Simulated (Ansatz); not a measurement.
Two-dimensional strain map in ScF₃

Theory: DFT r2SCAN, scalar-relativistic, plane waves, PAW in Ansatz 0.2.0. Settings: plane waves to 500 eV, k-mesh 6×6×6 (Γ-centred), Gaussian smearing 0.05 eV. No spin polarisation. Energies are free energies at this smearing, counted from the undisturbed cell; pressure is positive in compression.

The undisturbed cell (as given, not relaxed at this level; it stands at 1.4 GPa):

```yaml
crystal:
  lattice:
    - [4.01245, 0.00000, 0.00000]
    - [0.00000, 4.01245, 0.00000]
    - [0.00000, 0.00000, 4.01245]
  atoms:
    - { symbol: Sc, position: [0.00000, 0.00000, 0.00000] }
    - { symbol: F, position: [0.50000, 0.00000, 0.00000] }
    - { symbol: F, position: [0.00000, 0.50000, 0.00000] }
    - { symbol: F, position: [0.00000, 0.00000, 0.50000] }
```

The cell is strained by p along both x and y and by q along z, fractional coordinates fixed. Points are written (p, q).

Energy above the undisturbed cell in meV/atom (a dash: not computed):

```csv
p \ q,-0.050,-0.025,0.000,0.025,0.050
-0.050,159.8,119.0,100.8,100.2,113.3
-0.025,79.8,42.2,26.8,28.8,44.3
0.000,47.5,12.7,0.0,4.5,22.2
0.025,52.6,20.3,10.0,16.8,36.6
0.050,86.5,56.7,48.6,57.4,79.2
```

Pressure in GPa:

```
 p \ q  -0.050  -0.025  0.000  0.025  0.050
-0.050    23.7    19.1   15.4   12.4   10.0
-0.025    14.8    10.7    7.4    4.8    2.7
 0.000     8.0     4.3    1.4   -1.0   -2.8
 0.025     2.9    -0.5   -3.2   -5.2   -6.8
 0.050    -1.0    -4.1   -6.5   -8.4   -9.8
```

Gap on the k-mesh in eV:

```
 p \ q  -0.050  -0.025  0.000  0.025  0.050
-0.050    7.89    7.69   7.48   7.25   6.99
-0.025    7.53    7.48   7.28   7.06   6.82
 0.000    7.16    7.11   7.06   6.86   6.63
 0.025    6.80    6.74   6.69   6.64   6.44
 0.050    6.43    6.37   6.32   6.27   6.22
```